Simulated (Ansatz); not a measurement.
The cell below belongs to a search over invented structures; it isn't taken from experiment.

Input and command of a plane-wave DFT calculation in Ansatz:

```yaml
crystal:
  lattice:
    - [3.4916128155, 0.0, 0.0]
    - [-1.7458064077, 3.0238253984, 0.0]
    - [0.0, 0.0, 10.5345304869]
  atoms:
    - { symbol: Cd, position: [0.0, 0.0, 0.0] }
    - { symbol: Cd, position: [0.3333333333, 0.6666666667, 0.7322428538] }
    - { symbol: Cd, position: [0.6666666667, 0.3333333333, 0.2677571462] }
    - { symbol: Cd, position: [0.0, 0.0, 0.5] }
    - { symbol: O, position: [0.3333333333, 0.6666666667, 0.1328991891] }
    - { symbol: O, position: [0.6666666667, 0.3333333333, 0.8671008109] }
basis:
  ecutwfc: 420
kpoints:
  mp_grid: { grid: [12, 12, 4] }
hamiltonian:
  xc: pbe
scf:
  occupations: { method: gaussian, width: 0.1 }
output:
  forces: true
  stress: true
  eigenvalues: true
  write_density: true
  write_potential: true
  elf: true
  volumetric_format: npy
relax:
  adjacent_minimum: "off"
  f_tol: 0.01
  max_steps: 30
  cell: { stress_tol: 0.1, fix: [volume] }
```

```bash
ansatz run input.yaml --threads 1 --pin off --max-ram 2560MiB --backend cpu --events-out ev --progress --plain --runs-dir out
```

Processor: Intel(R) Xeon(R) Platinum 8488C (Sapphire Rapids), 1 thread, on a host shared with other jobs.

**Question.** How long does it run, and how much memory does it take?

**Answer.** About 68 s, peak memory 0.64 GiB. It solves 56 bands at 69 k points (after reduction by symmetry) with about 2153 plane waves, in 28 SCF iterations over 4 ionic steps.
